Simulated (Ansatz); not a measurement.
# What a trial cell of Lu2Si2O relaxes into

All numbers below come from DFT PBE, scalar-relativistic, plane waves, PAW (Ansatz). Cutoff 420 eV, Gaussian smearing, Γ-centred meshes. Cell and atoms relax first on a coarse mesh and then on a finer one. In between, the cell is made exact in the group found at 0.06 Å. In metals the finer mesh still leaves noise of several meV/atom or more. The steps can't lower the symmetry of their start. No spin polarisation.

Recipe of this trial structure of Lu2Si2O: random cell by space group and Wyckoff sites (P3m1, No. 156). Lengths were set from tabulated atomic sizes, so they are only a guess.

Space group P3m1 (No. 156). a = 4.364 Å, b = 4.364 Å, c = 6.073 Å, α = 90.00°, β = 90.00°, γ = 120.00°
```
atom  site  symmetry       x       y       z
  Lu    1a       3m.  0.0000  0.0000  0.3933
  Lu    1a       3m.  0.0000  0.0000  0.0051
  Si    1c       3m.  0.6667  0.3333  0.3908
  Si    1c       3m.  0.6667  0.3333  0.0150
   O    1b       3m.  0.3333  0.6667  0.5707
```

The zero of energy is the elements' standard structures at the same level (O₂ as a molecule); no fitted shifts are applied.

**Question.** Which structure results?

**Answer.** The symmetry stays P3m1 (No. 156). The volume per atom grows by 7.7 %, from 20.0 to 21.6 Å³. The shortest distance goes from 2.28 Å (Si–Si) to 2.10 Å (Lu–O). The ratio c/a of the conventional cell changes by a factor of 2.25. The energy falls by about 1.8 eV/atom (the start's value is from the coarse mesh). The end is written in a standard setting, so origin, axes and order of atoms can differ from the start's. Conventional cell: a = 3.415 Å, c = 10.679 Å. Lu on its first site is surrounded by 3 O at 2.10 Å and 3 Si at 3.05 Å; around Lu on its second site lie 6 Si at 2.90–2.93 Å and 6 Lu at 3.41 Å; Si on its first site has 3 Lu at 2.90 Å; Si on its second site has 6 Lu at 2.93–3.05 Å, 6 Si at 3.41 Å and 3 O at 3.62 Å; around O lie 3 Lu at 2.10 Å, 6 O at 3.41 Å and 3 Si at 3.62 Å.

```xyz
5
Lattice="3.4148 0.0000 0.0000 -1.7074 2.9573 0.0000 0.0000 0.0000 10.6786" Properties=species:S:1:pos:R:3 pbc="T T T"
Lu    0.0000    0.0000    6.7968
Lu    0.0000    0.0000    0.6154
Si    1.7074    0.9858    2.7403
Si    1.7074    0.9858    9.1229
O     0.0000    1.9716    6.0858
```

**Question.** Give its energy and gap.

**Answer.** The formation energy is −0.97 eV/atom. The gap on the 12×12×4 mesh of the 5-atom cell is 0 eV (a metal).

It lies below the elements, which doesn't yet make it stable against other compounds or structures.

The last run used Gaussian smearing of 0.10 eV. No dispersion correction is applied, so the spacing and binding between layers, chains or molecules are poorly described. Symmetry constrained the relaxation, so the result can be a saddle point. In all, the 3 runs took 18 min on 1 thread of Arm Neoverse V2, on a shared host.
